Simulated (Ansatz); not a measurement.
Input:

TaRu:
```
TaRu
1.0
    0.00000     2.57368     2.57368
    2.57368     0.00000     2.57368
    2.57368     2.57368     0.00000
Ru Ta
1 1
Direct
  0.00000   0.00000   0.00000
  0.50000   0.50000   0.50000
```

This is the PBEsol-relaxed structure.

### Question
All from DFT-PBEsol in the program Ansatz with PAW potentials, unless another level is named. Predict the density of states at the Fermi level.

### Answer
0.65 states/eV per atom (mean over ±0.08 eV).

### Question
Predict the formation energy from the elements (no fitted shifts).

### Answer
396 meV/atom.

### Question
What about the gap with spin–orbit coupling?

### Answer
none (metallic).

Space group Fm-3m (rock salt). The start of the workflow was typed in or built on a structure type; neither database checked (COD, Materials Project) lists it. COD files the formula under space group No. 123, 221, so this cell is another polymorph or a model. Its standing as an ambient phase is unchecked. The PBEsol relaxation kept the symmetry of its start. At this level the phase is mechanically unstable. The run is not spin-polarised. Its formation energy is positive at this level, so the cell may be metastable or incomplete. The references are the lowest solids computed at this level, not always the standard phases. Scalar-relativistic: spin–orbit coupling is off unless named, which matters more the heavier the elements.

Potentials: the later of the program's two PAW sets.
